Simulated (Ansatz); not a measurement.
# Formation energy of ZrC (rocksalt structure)

Computed with Ansatz (plane waves, PAW, 420 eV cutoff): PBEsol, scalar-relativistic, no spin polarisation, 12×12×12 k-mesh, Gaussian smearing of 0.05 eV. The datasets are Ansatz's generated set soft_2.

The start was a prototype's sites filled with these elements; the Crystallography Open Database holds the compound in this structure.

The structure is cubic, space group Fm-3m (No. 225). The conventional cell has a = 4.669 Å, b = 4.669 Å, c = 4.669 Å, α = 90.00°, β = 90.00°, γ = 90.00°. Zr (site symmetry m-3m) is surrounded by 6 C at 2.33 Å. C (site symmetry m-3m) is surrounded by 6 Zr at 2.33 Å. (Shells end 15 % past the nearest neighbour.)

The elements were computed in their standard states with the same datasets, cutoff and functional. Absolute energies hang on the potentials; compare differences alone.

Energy of the relaxed cell (2 atoms, smearing extrapolated to zero): -4377.171 eV. Elements, in eV/atom: Zr -4128.636, C -246.691.

Question: What is the formation energy?

Answer: [-4377.171 − (1 × -4128.636 + 1 × -246.691)] / 2 = -0.92 eV/atom, or -89 kJ per mole of atoms.

The value is for 0 K, without zero-point energy. A negative value shows stability against the elements alone, not against other compounds or structures.
